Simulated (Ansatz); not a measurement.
Here is the system:

Ta (bcc, W type)

```xyz
1
Lattice="-1.6524 1.6524 1.6524 1.6524 -1.6524 1.6524 1.6524 1.6524 -1.6524" Properties=species:S:1:pos:R:3 pbc="T T T"
Ta     0.0000     0.0000     0.0000
```

The volume is varied about the relaxed value V₀ at fixed cell shape. Symmetry pins the atoms to their sites.

Calculation: r2SCAN (plane waves to 500 eV, PAW, scalar-relativistic; Ansatz, a program for electronic structure). k mesh 21×21×21 (Γ-centred), Fermi-Dirac smearing 0.05 eV. The energy includes the smearing's −TS. Compression counts positive. Spin-orbit coupling is left out, though Ta is heavy. Ta is run without spin polarisation. Ta was relaxed with its symmetry unable to fall. The zero of ΔE is the relaxed starting cell.

The scan covers V/V₀ from 0.900 to 1.100 in 9 points.

**Question.** What is the fitted pressure derivative B₀′?

**Answer.** 3.7.

**Question.** What bulk modulus B₀ follows from a third-order Birch-Murnaghan fit?

**Answer.** 200 GPa.

(A scan under strain: stresses follow from slopes of the energy per volume, elastic moduli from its curvatures.)
